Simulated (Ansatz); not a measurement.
Cu2W, before and after

A trial structure of Cu2W was built thus: random cell by space group and Wyckoff sites (P6/mmm, No. 191). Lengths were set from tabulated atomic sizes, so they are only a guess.

start.cif

```cif
data_structure
_symmetry_space_group_name_H-M 'P 1'
_symmetry_Int_Tables_number 1
_cell_length_a 3.6970
_cell_length_b 3.6970
_cell_length_c 3.9582
_cell_angle_alpha 90.000
_cell_angle_beta 90.000
_cell_angle_gamma 120.000
_cell_volume 46.85
loop_
_atom_site_label
_atom_site_type_symbol
_atom_site_fract_x
_atom_site_fract_y
_atom_site_fract_z
_atom_site_occupancy
Cu1 Cu 0.33333 0.66667 0.00000 1
Cu2 Cu 0.66667 0.33333 0.00000 1
W1 W 0.00000 0.00000 0.50000 1
```

Theory: DFT PBE, scalar-relativistic, plane waves, PAW in Ansatz 0.2.0. Cutoff 420 eV, Gaussian smearing, Γ-centred meshes. Cell and atoms relax first on a coarse mesh and then on a finer one. In between, the cell is made exact in the group found at 0.06 Å. In metals the finer mesh still leaves noise of several meV/atom or more. The steps can't lower the symmetry of their start. No spin polarisation.

end.cif

```cif
data_structure
_symmetry_space_group_name_H-M 'P 1'
_symmetry_Int_Tables_number 1
_cell_length_a 4.2176
_cell_length_b 4.2176
_cell_length_c 2.5806
_cell_angle_alpha 90.000
_cell_angle_beta 90.000
_cell_angle_gamma 120.000
_cell_volume 39.75
loop_
_atom_site_label
_atom_site_type_symbol
_atom_site_fract_x
_atom_site_fract_y
_atom_site_fract_z
_atom_site_occupancy
Cu1 Cu 0.33333 0.66667 0.00000 1
Cu2 Cu 0.66667 0.33333 0.00000 1
W1 W 0.00000 0.00000 0.50000 1
```

The symmetry stays P6/mmm (No. 191). The volume per atom shrinks by 15.1 %, from 15.6 to 13.3 Å³. The shortest distance goes from 2.13 Å (Cu–Cu) to 2.44 Å (Cu–Cu). The ratio c/a of the conventional cell changes by a factor of 0.57. The energy falls by about 0.98 eV/atom (the start's value is from the coarse mesh).

For Cu2W, the volume per atom is 13.25 Å³, the density is 12.99 g/cm³ and the formation energy is +0.37 eV/atom. The gap on the 12×12×18 mesh of the 3-atom cell is 0 eV (a metal).

Formation energies are uncorrected and refer to the elements' standard structures at the same level. It can't be a ground state, since the elements alone are lower.

The last run used Gaussian smearing of 0.10 eV. These runs have no spin–orbit coupling, which can matter for W. Symmetry constrained the relaxation, so the result can be a saddle point. In all, the 4 runs took 3.1 min on 1 thread of Arm Neoverse N1, on a shared host.
